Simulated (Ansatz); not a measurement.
Consider the following.

Ge:
```yaml
crystal:
  lattice:
    - [0.00000, 7.62234, 7.62234]
    - [7.62234, 0.00000, 7.62234]
    - [7.62234, 7.62234, 0.00000]
  atoms:
    - { symbol: Ge, position: [0.00000, 0.00000, 0.00000] }
    - { symbol: Ge, position: [0.25000, 0.25000, 0.25000] }
    - { symbol: Ge, position: [0.97426, 0.34191, 0.34191] }
    - { symbol: Ge, position: [0.90809, 0.90809, 0.27574] }
    - { symbol: Ge, position: [0.34191, 0.97426, 0.34191] }
    - { symbol: Ge, position: [0.90809, 0.90809, 0.90809] }
    - { symbol: Ge, position: [0.34191, 0.34191, 0.34191] }
    - { symbol: Ge, position: [0.90809, 0.27574, 0.90809] }
    - { symbol: Ge, position: [0.34191, 0.34191, 0.97426] }
    - { symbol: Ge, position: [0.27574, 0.90809, 0.90809] }
    - { symbol: Ge, position: [0.88949, 0.49538, 0.49538] }
    - { symbol: Ge, position: [0.13024, 0.75462, 0.36051] }
    - { symbol: Ge, position: [0.49538, 0.88949, 0.11976] }
    - { symbol: Ge, position: [0.75462, 0.13024, 0.75462] }
    - { symbol: Ge, position: [0.11976, 0.49538, 0.49538] }
    - { symbol: Ge, position: [0.75462, 0.36051, 0.75462] }
    - { symbol: Ge, position: [0.49538, 0.11976, 0.88949] }
    - { symbol: Ge, position: [0.36051, 0.75462, 0.13024] }
    - { symbol: Ge, position: [0.49538, 0.88949, 0.49538] }
    - { symbol: Ge, position: [0.36051, 0.13024, 0.75462] }
    - { symbol: Ge, position: [0.11976, 0.49538, 0.88949] }
    - { symbol: Ge, position: [0.75462, 0.75462, 0.13024] }
    - { symbol: Ge, position: [0.49538, 0.11976, 0.49538] }
    - { symbol: Ge, position: [0.75462, 0.75462, 0.36051] }
    - { symbol: Ge, position: [0.88949, 0.49538, 0.11976] }
    - { symbol: Ge, position: [0.13024, 0.36051, 0.75462] }
    - { symbol: Ge, position: [0.49538, 0.49538, 0.88949] }
    - { symbol: Ge, position: [0.75462, 0.36051, 0.13024] }
    - { symbol: Ge, position: [0.88949, 0.11976, 0.49538] }
    - { symbol: Ge, position: [0.13024, 0.75462, 0.75462] }
    - { symbol: Ge, position: [0.49538, 0.49538, 0.11976] }
    - { symbol: Ge, position: [0.36051, 0.75462, 0.75462] }
    - { symbol: Ge, position: [0.11976, 0.88949, 0.49538] }
    - { symbol: Ge, position: [0.75462, 0.13024, 0.36051] }
```

This is the r²SCAN-relaxed structure.

Question: All from the program Ansatz at the r²SCAN level (PAW), unless another level is named. Give the band gap.

Answer: 1.07 eV (direct).

Question: Predict the hole effective mass.

Answer: 0.26, 0.26, 2.2 mₑ (principal values).

Question: Next, the electron effective mass?

Answer: 0.18, 0.18, 0.21 mₑ (principal values).

Question: What about the HSE06 gap on the r²SCAN cell?

Answer: 1.43 eV.

Question: And the valence-band maximum?

Answer: at L.

Space group Fd-3m. The workflow started from a Materials Project entry (that database holds measured and hypothetical structures alike). Its sites differ from those of the usual phase in this space group: another stacking or structure type. The r²SCAN relaxation kept the symmetry of its start; its stability against distortions is not shown here. Scalar-relativistic: spin–orbit coupling is off unless named, which matters more the heavier the elements.

Potentials: the earlier of the program's two PAW sets. The files were generated under PBE; for other functionals the program regenerates the frozen cores, and for LDA and PBEsol the local potential too.
